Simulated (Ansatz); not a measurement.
Cu Kα1 powder pattern (kinematic, no thermal factors).
| 2θ (°) | relative intensity | assignment |
| --- | --- | --- |
| 13.11 | 8 | 1 1 1 |
| 21.48 | 100 | 2 2 0 |
| 25.25 | 2 | 3 1 1 |
| 26.39 | 20 | 2 2 2 |
| 30.57 | 50 | 4 0 0 |
| 34.28 | 1 | 4 2 0 |
| 37.67 | 36 | 4 2 2 |
| 40.05 | 1 | 5 1 1 |
| 43.77 | 28 | 4 4 0 |
| 46.58 | 2 | 4 4 2 |
| 49.26 | 31 | 6 2 0 |
| 51.84 | 4 | 6 2 2 |
| 54.33 | 8 | 4 4 4 |
| 56.15 | 1 | 7 1 1 |
| 59.10 | 28 | 6 4 2 |
| 63.63 | 4 | 8 0 0 |
| 65.83 | 1 | 8 2 0 |
| 68.00 | 12 | 8 2 2 |
| 72.23 | 9 | 8 4 0 |
| 74.31 | 2 | 8 4 2 |
| 76.37 | 8 | 6 6 4 |
| 80.43 | 6 | 8 4 4 |
| 84.45 | 14 | 10 2 0 |

The pattern is computed from a structure relaxed with DFT PBE, scalar-relativistic, plane waves, PAW (Ansatz). Collinear spin, ending at 1.6 μB a primitive cell. Its elements are C, Ca, N, Sr, Zn.

**Question.** Give the structure.

**Answer.** Sr2CaZnC6N6.
Space group Fm-3m (No. 225). a = 11.689 Å, b = 11.689 Å, c = 11.689 Å, α = 90.00°, β = 90.00°, γ = 90.00°
```
atom  site  symmetry       x       y       z
  Sr    8c      -43m  0.2500  0.7500  0.7500
  Ca    4a      m-3m  0.0000  0.0000  0.0000
  Zn    4b      m-3m  0.5000  0.0000  0.0000
   C   24e      4m.m  0.2176  0.0000  0.0000
   N   24e      4m.m  0.3178  0.0000  0.0000
```

A pattern alone doesn't exclude other cells with like lines; this is the one computed.

The cell was found from a structure generator's guess, not taken from experiment.
